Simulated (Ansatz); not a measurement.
Relaxed-ion elastic tensor of IrW in space group Pmma (No. 51; Ir on 2f, W on 2e) in GPa (Voigt order), DFT-LDA in the program Ansatz with PAW potentials; density 21.57 g/cm³, 14.48 Å³ per atom.

```
712  212  244  0.0  0.0  0.0
212  732  191  0.0  0.0  0.0
244  191  664  0.0  0.0  0.0
0.0  0.0  0.0  176  0.0  0.0
0.0  0.0  0.0  0.0  196  0.0
0.0  0.0  0.0  0.0  0.0  208
```

Question: Is the crystal mechanically stable?

Answer: Yes: the smallest eigenvalue of C is 176 GPa.

Question: Work out the Voigt, Reuss and Hill averages.

Answer: K_V = 378, K_R = 377, K_H = 378; G_V = 213, G_R = 209, G_H = 211 GPa.

Question: Give Young's modulus, Poisson's ratio, Pugh's ratio and the universal anisotropy index.

Answer: E = 9KG/(3K + G) = 534 GPa; ν = 0.26; K/G = 1.79 (near the Pugh limit of 1.75, no verdict); A_U = 5G_V/G_R + K_V/K_R − 6 = 0.10.

Question: Estimate the sound speeds and the Debye temperature.

Answer: v_l = √((K + 4G/3)/ρ) = 5530 m/s, v_t = √(G/ρ) = 3130 m/s, mean 3480 m/s; Θ = (h/k)(3n/4πV)^(1/3) v_m = 425 K.

Question: How much does each axis shrink under pressure?

Answer: Linear compressibilities β_i = Σ_j S_ij (j = 1 to 3): x 0.82, y 0.88, z 0.95 per TPa.

The first step of the workflow began from a Materials Project structure, measured or hypothetical; the Crystallography Open Database files this formula in space group No. 51, but the cells were not matched. Whether it is the stable phase at ambient conditions was not checked. The LDA relaxation kept the symmetry of its start; of distortions, only those at the zone centre were tested. No spin polarisation was allowed. As this level gives no gap, shear constants depend on the k-mesh and smearing (Fermi–Dirac, 0.1 eV here). On the denser mesh and wider smearing of the elastic run this cell carries a stress of 0.3 GPa. Scalar-relativistic: spin–orbit coupling is off unless named, which matters more the heavier the elements.

Potentials: the later of the program's two PAW sets.
